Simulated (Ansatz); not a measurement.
**Relaxation path: La (beta tin type)**

DFT, PBEsol, PAW with Ansatz's default frozen-core files, scalar-relativistic (Ansatz 0.2.0); a Γ-centred 16×16×16 k mesh, Fermi–Dirac smearing of 0.1 eV, no spin polarisation. The run relaxes cell and atoms at a target pressure of 75 GPa.

Command: `ansatz run input.yaml --threads 1 --pin off --max-ram 3584MiB --backend cpu --events-out ev --progress --plain --runs-dir out` It took 93 s on 1 thread of Arm Neoverse V1 (shared host), peak memory 0.51 GiB.

```yaml
crystal:
  lattice:
    - [-2.5170554444, 2.5170554444, 1.3843804944]
    - [2.5170554444, -2.5170554444, 1.3843804944]
    - [2.5170554444, 2.5170554444, -1.3843804944]
  atoms:
    - { symbol: La, position: [-0.375, -0.125, -0.25] }
    - { symbol: La, position: [0.375, 0.125, 0.25] }
kpoints:
  mp_grid: { grid: [16, 16, 16] }
scf:
  occupations: { method: fermi_dirac, width: 0.1 }
hamiltonian:
  xc: pbesol
  pseudopotentials: { kind: paw }
output:
  forces: true
  stress: true
  eigenvalues: true
relax:
  f_tol: 0.005
  max_steps: 40
  cell: { p_target: 75.0, stress_tol: 0.037 }
```

Each step lists its enthalpy F + pV a cell above the last geometry, the pressure, the cell vectors (Å), and Cartesian positions (Å) with forces (eV/Å).

The first step:

```
step 1  dH = 39.41 meV  P = 84.1 GPa
  cell -2.5171 2.5171 1.3844  2.5171 -2.5171 1.3844  2.5171 2.5171 -1.3844
  La 0.0000 -1.2585 -0.3461   0.0000 0.0000 0.0000
  La 0.0000 1.2585 0.3461   0.0000 0.0000 0.0000
```

Spin–orbit coupling is left out, which matters for the heavy atoms. The PAW files were made under PBE.

The symmetry of the start is kept and no stability test is made, so the end need not be the stable phase.

**Question.** Where does the relaxation end, and by which steps?

**Answer.** After 5 geometries, with conventional a, b, c = 5.042, 5.042, 2.841 Å, at 18.054 Å³/atom (+2.92 % against the start) in space group I4_1/amd, with a shortest distance of 2.619 Å. The further steps:
```
step 2  dH = 109.49 meV  P = 58.4 GPa  (not accepted)
  cell -2.5627 2.5627 1.4520  2.5627 -2.5627 1.4520  2.5627 2.5627 -1.4520
  La 0.0000 -1.2813 -0.3630   0.0000 0.0000 0.0000
  La 0.0000 1.2813 0.3630   0.0000 0.0000 0.0000
step 3  dH = 1.01 meV  P = 73.7 GPa
  cell -2.5271 2.5271 1.4182  2.5271 -2.5271 1.4182  2.5271 2.5271 -1.4182
  La 0.0000 -1.2635 -0.3545   0.0000 0.0000 0.0000
  La 0.0000 1.2635 0.3545   0.0000 0.0000 0.0000
step 4  dH = 0.15 meV  P = 74.7 GPa
  cell -2.5233 2.5233 1.4188  2.5233 -2.5233 1.4188  2.5233 2.5233 -1.4188
  La 0.0000 -1.2616 -0.3547   0.0000 0.0000 0.0000
  La 0.0000 1.2616 0.3547   0.0000 0.0000 0.0000
step 5  dH = 0.00 meV  P = 75.0 GPa
  cell -2.5210 2.5210 1.4204  2.5210 -2.5210 1.4204  2.5210 2.5210 -1.4204
  La 0.0000 -1.2605 -0.3551   0.0000 0.0000 0.0000
  La 0.0000 1.2605 0.3551   0.0000 0.0000 0.0000
step 6  dH = -0.13 meV  P = 75.0 GPa  (same geometry on a basis chosen anew; earlier energies don't compare to the last digit)
  cell -2.5210 2.5210 1.4204  2.5210 -2.5210 1.4204  2.5210 2.5210 -1.4204
  La 0.0000 -1.2605 -0.3551   0.0000 0.0000 0.0000
  La 0.0000 1.2605 0.3551   0.0000 0.0000 0.0000
```
